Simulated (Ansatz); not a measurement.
ScAl in space group Cmcm (No. 63; Sc on 4c, Al on 4c) at seven volumes, DFT-PBEsol in the program Ansatz with PAW potentials, shape and atoms relaxed at each. One row is withheld.

```tsv
V (Å³/atom)	P (GPa)
17.872	8.57
18.461	5.30
19.050	?
19.639	0.00
20.229	-2.14
20.818	-3.97
21.407	-5.55
```

Question: Fit the shown pressures and predict the withheld one.

Answer: Third-order Birch–Murnaghan: P = (3/2)B₀(x^(7/2) − x^(5/2))[1 + (3/4)(B′ − 4)(x − 1)] with x = (V₀/V)^(2/3). Least squares on the six rows gives V₀ = 19.638 Å³/atom, B₀ = 76.01 GPa, B′ = 3.83. At V = 19.050, x = 1.0205 and P = 2.45 GPa. The run itself gave 2.45 GPa.

The workflow started from a Materials Project entry (that database holds measured and hypothetical structures alike); the Crystallography Open Database copy checked does not list it. Its standing as an ambient phase is unchecked. The cell was relaxed with PBEsol under the symmetry of its start; its stability against distortions is not shown here. No spin polarisation was allowed.

Potentials: the later of the program's two PAW sets.
